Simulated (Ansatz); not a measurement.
## Symmetry broken, then relaxed in InGa2N3

Computed with Ansatz 0.2.0, DFT PBEsol, scalar-relativistic, plane waves, PAW. The runs took a 420 eV cutoff, a Γ-centred 6×6×6 mesh and Gaussian smearing (0.05 eV). No spin polarisation. Energies are free energies at this smearing, counted from the undisturbed cell; pressure is positive in compression.

The undisturbed cell (relaxed at this level; it needn't be the usual structure):

```xyz
12
Lattice="4.9530 -2.8569 0.0000 4.9530 2.8569 0.0000 0.0000 0.0000 5.3356" Properties=species:S:1:pos:R:3 pbc="T T T"
In    4.9530    0.9986    5.2809
In    4.9530   -0.9986    2.6131
Ga    1.6884    0.9339    5.2963
Ga    8.2176    0.9339    5.2963
Ga    8.2176   -0.9339    2.6285
Ga    1.6884   -0.9339    2.6285
N     1.7837    0.8775    1.9152
N     8.1223    0.8775    1.9152
N     8.1223   -0.8775    4.5830
N     1.7837   -0.8775    4.5830
N     4.9530    1.0977    2.1079
N     4.9530   -1.0977    4.7757
```

The atoms are displaced (Å, in the unstrained cell):

```csv
atom,ux,uy,uz
In1,0.070,-0.237,-0.040
In2,0.070,-0.237,-0.040
Ga3,0.070,-0.237,-0.040
Ga4,0.070,-0.237,-0.040
Ga5,0.070,-0.237,-0.040
Ga6,0.070,-0.237,-0.040
N7,-0.070,0.237,0.040
N8,-0.070,0.237,0.040
N9,-0.070,0.237,0.040
N10,-0.070,0.237,0.040
N11,-0.070,0.237,0.040
N12,-0.070,0.237,0.040
```

Cell and atoms are then relaxed.

Task: Does the relaxation return to the undisturbed structure?

Result: Yes (up to a choice of domain or origin): same space group and volume, and an energy 0.0 meV/atom from it. The disturbance itself cost 1031.8 meV/atom. The final space group reads Cmc2_1 (tolerance 0.05 Å) and the volume changes by 0.01 %.

Final structure:

```yaml
crystal:
  lattice:
    - [4.95279, -2.85714, 0.00006]
    - [4.95257, 2.85676, 0.00002]
    - [0.00004, -0.00004, 5.33636]
  atoms:
    - { symbol: In, position: [0.32518, 0.67480, 0.98975] }
    - { symbol: In, position: [0.67483, 0.32518, 0.48973] }
    - { symbol: Ga, position: [0.00708, 0.33386, 0.99263] }
    - { symbol: Ga, position: [0.66613, 0.99291, 0.99263] }
    - { symbol: Ga, position: [0.99292, 0.66614, 0.49264] }
    - { symbol: Ga, position: [0.33385, 0.00709, 0.49264] }
    - { symbol: N, position: [0.02642, 0.33362, 0.35897] }
    - { symbol: N, position: [0.66637, 0.97357, 0.35897] }
    - { symbol: N, position: [0.97358, 0.66638, 0.85897] }
    - { symbol: N, position: [0.33363, 0.02643, 0.85897] }
    - { symbol: N, position: [0.30787, 0.69212, 0.39504] }
    - { symbol: N, position: [0.69213, 0.30788, 0.89505] }
```

The relaxation, step by step (energy from the first step; small jumps at an unchanged geometry come where the plane waves are selected anew for the new cell):

```csv
step,ΔE (meV/atom),largest force component (eV/Å),pressure (GPa)
1,0.0,17.375,29.94
2,-626.0,8.623,12.03
3,-950.6,3.129,5.00
4,-1031.6,0.089,0.14
5,-1031.8,0.010,-0.01
6,-1031.8,0.010,-0.02
```

Frames along the relaxation (Å, eV/Å):

```xyz
12
Lattice="4.953 -2.857 0.000 4.953 2.857 0.000 0.000 0.000 5.336" Properties=species:S:1:pos:R:3:forces:R:3 pbc="T T T" step=1
In    5.023    0.762    5.241    1.045   13.900    3.550
In    5.023   -1.235    2.573   -4.982    2.336    2.446
Ga    1.758    0.697    5.256    0.270   17.375    7.839
Ga    8.288    0.697    5.256    2.282   15.638    7.053
Ga    8.288   -1.171    2.589   -5.177    3.092    2.612
Ga    1.758   -1.171    2.589   -7.785    4.817    4.280
N     1.714    1.114    1.955    4.597   -2.992   -2.929
N     8.052    1.114    1.955    7.665   -4.368   -4.291
N     8.052   -0.641    4.623   -2.141  -15.744   -6.896
N     1.714   -0.641    4.623   -0.644  -17.231   -7.810
N     4.883    1.334    2.148    5.985   -2.507   -2.167
N     4.883   -0.861    4.816   -1.114  -14.316   -3.688
12
Lattice="5.008 -2.768 0.038 5.060 2.858 0.000 0.020 -0.036 5.334" Properties=species:S:1:pos:R:3:forces:R:3 pbc="T T T" step=2
In    5.103    0.887    5.279    0.001    4.430    0.988
In    5.066   -1.096    2.628   -1.530    1.514    1.035
Ga    1.784    0.726    5.276    0.035    8.623    3.332
Ga    8.431    0.773    5.289    0.477    8.163    3.070
Ga    8.429   -1.030    2.613   -2.857    2.705    1.773
Ga    1.765   -1.084    2.594   -3.875    3.372    2.459
N     1.813    1.067    1.946    1.267   -2.310   -1.493
N     8.251    1.132    1.959    3.810   -3.325   -2.272
N     8.226   -0.711    4.648   -0.691   -7.727   -3.022
N     1.713   -0.746    4.609    0.265   -8.259   -3.384
N     5.035    1.262    2.168    3.017   -1.979   -1.354
N     4.958   -0.935    4.831    0.080   -5.205   -1.132
12
Lattice="5.011 -2.919 -0.032 4.962 2.834 0.026 -0.003 0.053 5.163" Properties=species:S:1:pos:R:3:forces:R:3 pbc="T T T" step=3
In    4.971    0.937    5.086   -0.267    1.010    0.464
In    5.015   -1.008    2.510    0.038   -0.056   -0.101
Ga    1.708    0.865    5.094   -0.364    3.129    0.947
Ga    8.247    0.830    5.073   -0.185    2.420    0.853
Ga    8.326   -1.006    2.470   -0.555    1.064    0.795
Ga    1.747   -0.974    2.477   -1.065    1.572    0.753
N     1.779    0.972    1.884    0.087   -1.151   -0.191
N     8.170    0.930    1.877    0.631   -1.550   -0.417
N     8.230   -0.879    4.485   -0.716   -1.902   -1.191
N     1.693   -0.794    4.447    1.393   -2.688   -0.925
N     4.970    1.112    2.119    0.532   -0.344   -0.713
N     4.956   -1.058    4.657    0.472   -1.505   -0.274
12
Lattice="4.955 -2.860 -0.003 4.950 2.851 0.002 -0.001 0.005 5.334" Properties=species:S:1:pos:R:3:forces:R:3 pbc="T T T" step=4
In    4.948    0.996    5.288    0.038    0.051   -0.088
In    4.956   -0.999    2.619   -0.029   -0.032   -0.083
Ga    1.686    0.936    5.295    0.031   -0.012   -0.013
Ga    8.214    0.930    5.293   -0.006    0.001    0.006
Ga    8.219   -0.935    2.624   -0.046   -0.036   -0.002
Ga    1.689   -0.929    2.627    0.047   -0.059   -0.024
N     1.783    0.876    1.910   -0.013    0.077    0.071
N     8.118    0.870    1.909    0.034    0.089    0.081
N     8.120   -0.877    4.575    0.040   -0.049    0.052
N     1.788   -0.873    4.576   -0.083   -0.036    0.074
N     4.951    1.100    2.113   -0.001   -0.066   -0.034
N     4.954   -1.102    4.778   -0.014    0.073   -0.040
12
Lattice="4.953 -2.857 0.000 4.953 2.857 0.000 0.000 0.000 5.336" Properties=species:S:1:pos:R:3:forces:R:3 pbc="T T T" step=5
In    4.953    0.999    5.282    0.000   -0.008    0.003
In    4.953   -0.999    2.613   -0.001    0.010    0.004
Ga    1.689    0.934    5.297   -0.006    0.005    0.002
Ga    8.217    0.933    5.297    0.008    0.006    0.002
Ga    8.217   -0.934    2.629    0.007   -0.006    0.000
Ga    1.689   -0.934    2.629   -0.007   -0.006    0.001
N     1.783    0.878    1.916    0.008    0.000   -0.004
N     8.122    0.877    1.916   -0.007    0.000   -0.004
N     8.122   -0.878    4.584   -0.007    0.000   -0.003
N     1.783   -0.878    4.584    0.006    0.001   -0.004
N     4.953    1.098    2.108    0.000    0.001    0.001
N     4.953   -1.098    4.776   -0.001   -0.001    0.000
12
Lattice="4.953 -2.857 0.000 4.953 2.857 0.000 0.000 0.000 5.336" Properties=species:S:1:pos:R:3:forces:R:3 pbc="T T T" step=6
In    4.953    0.999    5.282    0.000   -0.008    0.003
In    4.953   -0.999    2.613   -0.001    0.010    0.004
Ga    1.689    0.934    5.297   -0.006    0.005    0.002
Ga    8.217    0.933    5.297    0.008    0.006    0.002
Ga    8.217   -0.934    2.629    0.007   -0.006    0.000
Ga    1.689   -0.934    2.629   -0.007   -0.006    0.001
N     1.783    0.878    1.916    0.008    0.000   -0.004
N     8.122    0.877    1.916   -0.007    0.000   -0.004
N     8.122   -0.878    4.584   -0.007    0.000   -0.003
N     1.783   -0.878    4.584    0.006    0.001   -0.004
N     4.953    1.098    2.108    0.000    0.001    0.001
N     4.953   -1.098    4.776   -0.001   -0.001    0.000
```

Cost: 3 runs of about 19 core-minutes in all, on Arm Neoverse V2 (shared hosts).